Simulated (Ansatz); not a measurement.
## Relaxing a structure of Nb

The start is a generated cell, Nb built in the beta-Sn structure type. The cell and all atomic positions are relaxed at zero pressure with PBE (plane waves to 420 eV, PAW, scalar-relativistic; Ansatz, a program for electronic structure). The first steps use a coarse 13×13×13 k-mesh.

Starting cell:
```
Nb
1.0
   -2.58581     2.58581     1.41085
    2.58581    -2.58581     1.41085
    2.58581     2.58581    -1.41085
Nb
2
Direct
  0.75000   0.25000   0.50000
  0.00000   0.00000   0.00000
```

Problem. What pressure does the first self-consistent step give?

Solution. +2.5 GPa (positive: the cell is compressed).

Problem. How much energy is released per atom?

Solution. Under 0.01 eV/atom.

Problem. How does the volume change?

Solution. +1.7 %, from 18.87 to 19.18 Å³/atom.

Problem. How do the shortest distances between atoms change?

Solution. The closest pairs of elements (up to four, under 3.6 Å), start → end: Nb–Nb 2.68 → 2.69 Å.

Problem. Is the relaxed structure metallic? Give its gap.

Solution. No gap (metallic).

Problem. Write out the relaxed structure.

Solution. 
```cif
data_Nb4
_chemical_formula_sum 'Nb4'
_space_group_name_H-M_alt 'I41/amd :1'
_space_group_IT_number 141
_space_group_name_Hall 'I 4bw 2bw -1bw'
_cell_length_a 5.19601
_cell_length_b 5.19601
_cell_length_c 2.84183
_cell_angle_alpha 90.000
_cell_angle_beta 90.000
_cell_angle_gamma 90.000
loop_
_atom_site_label
_atom_site_type_symbol
_atom_site_symmetry_multiplicity
_atom_site_Wyckoff_symbol
_atom_site_fract_x
_atom_site_fract_y
_atom_site_fract_z
_atom_site_occupancy
Nb1 Nb 4 a 0.00000 0.00000 0.00000 1
```
(The calculation used a cell of 2 atoms; values per cell refer to that cell.)

The space group stays I4₁/amd (No. 141) (the run could not lower it); the end is AFLOW prototype A_tI4_141_a (A5, as in Sn), with 2 atoms in the primitive cell. Final values are on a 19×19×19 k-mesh of the relaxed cell. No spin polarisation in the result.

The run could not lose the symmetry of its start, so the end can be a saddle point.

All atoms sit on sites fixed by symmetry, so only the cell could relax.

The relaxed structure here is a generated cell of Nb: the first start was made by placing the elements on the sites of a structure type, and the end was not matched to a known phase here, so it may be hypothetical. Known forms of Nb include space group No. 229.
